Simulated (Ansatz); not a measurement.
Relaxed-ion elastic tensor of La (dhcp (α-La type), P6_3/mmc) in GPa (Voigt order), plane-wave PAW PBE (Ansatz code); density 6.21 g/cm³, 37.12 Å³ per atom.

|  | 1 | 2 | 3 | 4 | 5 | 6 |
|---|---|---|---|---|---|---|
| 1 | 48.7 | 17.0 | 10.2 | 0.0 | 0.0 | 0.0 |
| 2 | 17.0 | 48.7 | 10.2 | 0.0 | 0.0 | 0.0 |
| 3 | 10.2 | 10.2 | 54.6 | 0.0 | 0.0 | 0.0 |
| 4 | 0.0 | 0.0 | 0.0 | 14.6 | 0.0 | 0.0 |
| 5 | 0.0 | 0.0 | 0.0 | 0.0 | 14.6 | 0.0 |
| 6 | 0.0 | 0.0 | 0.0 | 0.0 | 0.0 | 15.8 |

### Question
Is the crystal mechanically stable?

### Answer
Yes: the smallest eigenvalue of C is 14.6 GPa.

### Question
Work out the Voigt, Reuss and Hill averages.

### Answer
K_V = 25.2, K_R = 25.2, K_H = 25.2; G_V = 16.7, G_R = 16.3, G_H = 16.5 GPa.

### Question
Give Young's modulus, Poisson's ratio, Pugh's ratio and the universal anisotropy index.

### Answer
E = 9KG/(3K + G) = 40.6 GPa; ν = 0.23; K/G = 1.53 (brittle by the Pugh limit of 1.75); A_U = 5G_V/G_R + K_V/K_R − 6 = 0.13.

### Question
Estimate the sound speeds and the Debye temperature.

### Answer
v_l = √((K + 4G/3)/ρ) = 2750 m/s, v_t = √(G/ρ) = 1630 m/s, mean 1800 m/s; Θ = (h/k)(3n/4πV)^(1/3) v_m = 161 K.

### Question
Solve the Christoffel equation for the three sound speeds along x, y, z.

### Answer
Eigenvalues of C_ijkl n_j n_l equal ρv². In km/s, slowest first: x 1.54, 1.60, 2.80; y 1.54, 1.60, 2.80; z 1.54, 1.54, 2.97.

### Question
How much does each axis shrink under pressure?

### Answer
Linear compressibilities β_i = Σ_j S_ij (j = 1 to 3): x 13, y 13, z 13 per TPa.

The PBE relaxation kept the symmetry of its start. As this level gives no gap, shear constants depend on the k-mesh and smearing (Fermi–Dirac, 0.1 eV here). Spin–orbit coupling is left out wherever it is not named.

Potentials: the later of the program's two PAW sets.
